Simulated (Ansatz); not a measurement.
# Ansatz 0.2.0, relaxation: GdMnGa₃

Run with:

```bash
ansatz run input.yaml --threads 2 --pin off --max-ram 4096MiB --backend cpu --events-out ev --progress --plain --runs-dir out
```

input.yaml:

```yaml
crystal:
  lattice:
    - [0.0, 4.10470708, 0.0]
    - [4.10470708, 0.0, 0.0]
    - [2.05235304, 2.05235304, -5.2480755]
  atoms:
    - { symbol: Gd, position: [0.11609, 0.11609, 0.76782] }
    - { symbol: Mn, position: [0.5141, 0.5141, 0.9718] }
    - { symbol: Ga, position: [0.86627, 0.36627, 0.26746] }
    - { symbol: Ga, position: [0.36627, 0.86627, 0.26746] }
    - { symbol: Ga, position: [0.7359, 0.7359, 0.5282] }
  symmetry: { detect: false, time_reversal: true }
kpoints:
  mp_grid: { grid: [6, 6, 6], shift: [0, 0, 0] }
magnetization:
  spin_polarized: true
scf:
  occupations: { method: fermi_dirac }
  lower_state_search: "off"
hamiltonian:
  pseudopotentials: { kind: paw }
  xc: pbe
basis:
  ecutwfc: 420
  fft_grid_basis: typed
relax:
  max_steps: 80
  cell: { p_target: 0.0 }
output:
  forces: true
  stress: true
  eigenvalues: true
  bader: true
  populations: true
  elf: true
  write_potential: true
  volumetric_format: npy
  dos:
    e_range: [-12, 8]
    de: 0.05
    projected: { site_lists: { Ga: [Ga], Gd: [Gd], Mn: [Mn] } }
checkpoint:
  read: saved_state
```

Origin of the cell: a known structure type with other elements, at an estimated volume, so it need not be a known compound.

The smearing width isn't typed, so it takes its default of 0.1 eV.

The saved state is a converged single point of the same cell, with its larger moments on Gd1 down, Mn2 up.

The program first moved the atoms by about 0.01 Å at random, to leave a saddle point that the symmetry would hold.

Steps («new basis» is an SCF on plane waves selected anew at the same cell):

| step | ΔF (meV/atom) | max force component (eV/Å) | P (GPa) | volume (Å³) | SCF iterations | step was |
| --- | --- | --- | --- | --- | --- | --- |
| 1 | 0.0 | 1.533 | 7.73 | 88.42 | 8 | accepted |
| 2 | -88.0 | 0.697 | 1.35 | 94.31 | 15 | accepted |
| 3 | -105.6 | 0.123 | 0.51 | 95.34 | 11 | accepted |
| 4 | -106.0 | 0.029 | 0.03 | 95.94 | 9 | accepted |
| 5 | -106.0 | 0.016 | -0.05 | 96.09 | 9 | accepted |
| 6 | -106.0 | 0.007 | -0.02 | 96.03 | 10 | accepted |
| 7 | -106.6 | 0.007 | 0.00 | 96.03 | 11 | new basis |

Before:

Space group I4mm (No. 107); the run's cell has a = 4.105 Å, b = 4.105 Å, c = 5.997 Å, α = 69.99°, β = 69.99°, γ = 90.00°. Shortest distances: Ga–Mn 2.33 Å, Ga–Ga 2.47 Å, Gd–Mn 3.09 Å, Ga–Gd 3.16 Å.

After:

Space group I4mm (No. 107); the run's cell has a = 4.167 Å, b = 4.167 Å, c = 6.266 Å, α = 70.57°, β = 70.59°, γ = 90.00°. Shortest distances: Ga–Mn 2.42 Å, Ga–Ga 2.69 Å, Ga–Gd 3.08 Å, Gd–Mn 3.31 Å.

```yaml
crystal:
  lattice:
    - [0.00000, 4.16703, 0.00027]
    - [4.16705, 0.00000, -0.00027]
    - [2.08386, 2.08317, -5.53009]
  atoms:
    - { symbol: Gd, position: [0.13722, 0.13690, 0.72674] }
    - { symbol: Mn, position: [0.50081, 0.50001, 0.00046] }
    - { symbol: Ga, position: [0.87391, 0.37315, 0.25428] }
    - { symbol: Ga, position: [0.37371, 0.87303, 0.25427] }
    - { symbol: Ga, position: [0.71924, 0.71886, 0.56313] }
```

- Free energy lowered by: 106.6 meV/atom
- Volume change: 8.60 %
- Final pressure: 0.00 GPa
- Relaxation steps listed: 7
- Site moments at the end (small spheres, which read low): Gd1 -7.0, Mn2 +3.0 μB
- Total moment: 3.78 μB

Caveats: f shells without a U or exact exchange are poorly placed; no spin-orbit coupling, though heavy elements are present; the displaced walk ended near the symmetry of the start; the magnetic state was chosen at the start cell and may not be the lowest after relaxing; the program displaced the start to leave a saddle point.

Time: 12 min on 2 threads of Arm Neoverse V1, on a shared host, peak memory 0.92 GiB, from a saved density.
